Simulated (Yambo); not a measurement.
Yambo input for TiCdO₃ (space group R-3, No. 148) (a = b = c = 5.8231 Å, α = β = γ = 53.70°), on PBEsol (Quantum ESPRESSO, PseudoDojo norm-conserving, 102 Ry, no spin-orbit coupling) wavefunctions on a 4×4×4 mesh:

```
optics
chi
dipoles
kernel
FFTGvecs= 40 Ry
Chimod= "HARTREE"
NGsBlkXd= 3 Ry
% QpntsRXd
 1 | 1 |
%
% BndsRnXd
 11 | 119 |
%
GrFnTpXd= "R"
% EnRngeXd
 0.0 | 20.0 | eV
%
% DmRngeXd
 0.2 | 0.2 | eV
%
CGrdSpXd= 50
ETStpsXd= 161
% LongDrXd
 0.0 | 0.0 | 1.0 |
%
```

First lines of the file o-*.eps_q1_inv_rpa_dyson:

```
Absorption @ Q(1):   0.00000000     0.00000000     1.00000000    [q->0 direction]
#
# [ X ] Hartree size     :   77
# [GEN] GF Energies     : Perdew, Burke & Ernzerhof SOL(X)+Perdew, Burke & Ernzerhof SOL(C)
# [GEN] Green`s Function     : Retarded
#
# [GEN] Gauge     : Length
# [GEN] [r,Vnl] included     : yes
#
#    E[1] [eV]     Im(eps)     Re(eps)     Im(eps_o)     Re(eps_o)
#
     0.000000     -0.925773E-8     5.217414     0.26090E-17     5.698976
     0.125000     0.006528     5.219435     0.007704     5.701361
     0.250000     0.013121     5.225517     0.015486     5.708539
     0.375000     0.019845     5.235721     0.023425     5.720581
     0.500000     0.026772     5.250148     0.031607     5.737609
     0.625000     0.033980     5.268943     0.040125     5.759799
     0.750000     0.041556     5.292304     0.049083     5.787385
     0.875000     0.049599     5.320482     0.058599     5.820667
     1.000000     0.058226     5.353794     0.068813     5.860026
     1.125000     0.067579     5.392633     0.079894     5.905930
     1.250000     0.077830     5.437485     0.092045     5.958960
     1.375000     0.089194     5.488949     0.105521     6.019830
     1.500000     0.101943     5.547764     0.120645     6.089421
     1.625000     0.116433     5.614851     0.137834     6.168826
     1.750000     0.133134     5.691360     0.157641     6.259412
     1.875000     0.152686     5.778749     0.180812     6.362906
     2.000000     0.175982     5.878892     0.208385     6.481521
     2.125000     0.204304     5.994228     0.241843     6.618129
     2.250000     0.239570     6.127999     0.283384     6.776534
     2.375000     0.284761     6.284600     0.336407     6.961871
     2.500000     0.344768     6.470109     0.406430     7.181214
     2.625000     0.428129     6.693066     0.503000     7.444465
     2.750000     0.550941     6.965326     0.643911     7.765379
     2.875000     0.746304     7.301401     0.865355     8.161112
     3.000000     1.086940     7.705689     1.246185     8.639501
     3.125000     1.711021     8.095252     1.937954     9.120180
     3.250000     2.637899     8.135012     2.986468     9.254705
     3.375000     3.372885     7.662529     3.894621     8.830360
     3.500000     3.698996     7.118561     4.388359     8.287264
     3.625000     3.830968     6.780248     4.712939     7.952352
     3.750000     4.012068     6.528903     5.149231     7.629867
     3.875000     4.251578     6.356310     5.642017     7.279535
     4.000000     4.688789     5.949333     6.260973     6.537239
```
(The file goes on to the top of the energy range.) Convergence of the RPA response with its 4×4×4 mesh was not tested.

Geometry of the Materials Project entry, not relaxed at this level.
